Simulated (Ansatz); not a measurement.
LiMgBN$_{2}$: tetragonal deformation path

Theory: DFT PBE, scalar-relativistic, plane waves, PAW in Ansatz 0.2.0. Cutoff 420 eV, Γ-centred 10×10×10 k-points, Gaussian smearing of 0.05 eV. No spin polarisation. Energies are free energies at this smearing, counted from the undisturbed cell; pressure is positive in compression.

The undisturbed cell (as given, not relaxed at this level; it stands at -0.3 GPa, and it needn't be the usual structure):

```
Li Mg B N
1.0
    -1.90966    1.90966    4.44352
     1.90966   -1.90966    4.44352
     1.90966    1.90966   -4.44352
Li Mg B N
1 1 1 2
Direct
  0.25000 0.75000 0.50000
  0.75000 0.25000 0.50000
  0.50000 0.50000 0.00000
  0.65126 0.65126 0.00000
  0.34874 0.34874 0.00000
```

At fixed volume and fractional coordinates, lengths along (0.000, 0.000, 1.000) are scaled against those across it; ρ is that ratio over its starting value.

```tsv
ρ	ΔE (meV/atom)
0.850	311.7
0.920	78.2
0.960	18.7
1.000	0.0
1.100	83.2
1.200	288.1
```

Q: Predict the gap on the mesh (eV) at each point.

A:
```tsv
ρ	gap on the mesh (eV)
0.850	2.36
0.920	2.49
0.960	2.55
1.000	2.60
1.100	2.66
1.200	2.59
```